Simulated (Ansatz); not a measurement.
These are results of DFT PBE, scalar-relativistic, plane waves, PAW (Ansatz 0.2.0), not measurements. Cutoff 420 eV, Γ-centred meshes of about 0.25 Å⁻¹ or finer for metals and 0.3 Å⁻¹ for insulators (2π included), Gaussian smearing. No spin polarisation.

These are static total energies at zero pressure.

Compare these two cells of SnBi2O5, each relaxed at this level.

A.

```cif
data_structure
_symmetry_space_group_name_H-M 'Cmcm'
_symmetry_Int_Tables_number 63
_cell_length_a 4.1698
_cell_length_b 12.4026
_cell_length_c 10.7378
_cell_angle_alpha 90.000
_cell_angle_beta 90.000
_cell_angle_gamma 90.000
_cell_volume 555.33
loop_
_atom_site_label
_atom_site_type_symbol
_atom_site_symmetry_multiplicity
_atom_site_Wyckoff_symbol
_atom_site_fract_x
_atom_site_fract_y
_atom_site_fract_z
_atom_site_occupancy
Sn1 Sn 4 c 0.50000 0.32975 0.75000 1
Bi1 Bi 8 f 0.00000 0.13890 0.92949 1
O1 O 8 f 0.50000 0.22175 0.91360 1
O2 O 8 f 0.50000 0.44169 0.88825 1
O3 O 4 c 0.00000 0.28542 0.75000 1
```

B.

```cif
data_structure
_symmetry_space_group_name_H-M 'Cmc2_1'
_symmetry_Int_Tables_number 36
_cell_length_a 16.6395
_cell_length_b 5.7291
_cell_length_c 5.6148
_cell_angle_alpha 90.000
_cell_angle_beta 90.000
_cell_angle_gamma 90.000
_cell_volume 535.25
loop_
_atom_site_label
_atom_site_type_symbol
_atom_site_symmetry_multiplicity
_atom_site_Wyckoff_symbol
_atom_site_fract_x
_atom_site_fract_y
_atom_site_fract_z
_atom_site_occupancy
Sn1 Sn 4 a 0.00000 0.20135 0.24420 1
Bi1 Bi 8 b 0.82645 0.29337 0.78705 1
O1 O 4 a 0.00000 0.11699 0.59076 1
O2 O 8 b 0.89841 0.35186 0.16041 1
O3 O 8 b 0.74915 0.02167 0.00007 1
```

Question: Which is lower in energy, and by how much?

Answer: A is lower, by 9 meV/atom. A has space group Cmcm (No. 63), 17.4 Å³/atom and a gap of 1.88 eV on its mesh; B has space group Cmc2_1 (No. 36), 16.7 Å³/atom and a gap of 1.70 eV. Counting O atoms around Bi and Sn (those within 1.25 times the shortest such distance or 1.15 times the sum of covalent radii, 1.27 where that leaves under three), A has Sn 6, Bi 6 and B has Sn 4, Bi 5. The lower one is the more open, so pressure narrows the difference. Both come from trial cells of a structure search, whose lowest cell (Pmmn, 15.2 Å³/atom) lies 52 meV/atom below the lower of the two.

Spin–orbit coupling, which can matter for Bi, is left out. Kohn–Sham gaps at this level usually fall short of measured ones. The missing spin–orbit coupling can work the other way here. With atoms moved at random, A (by 52 meV/atom) fell into a lower structure. B had no clear such test and can be a saddle point. Some types were kept out of the candidates beforehand, so the set may lack a known form.
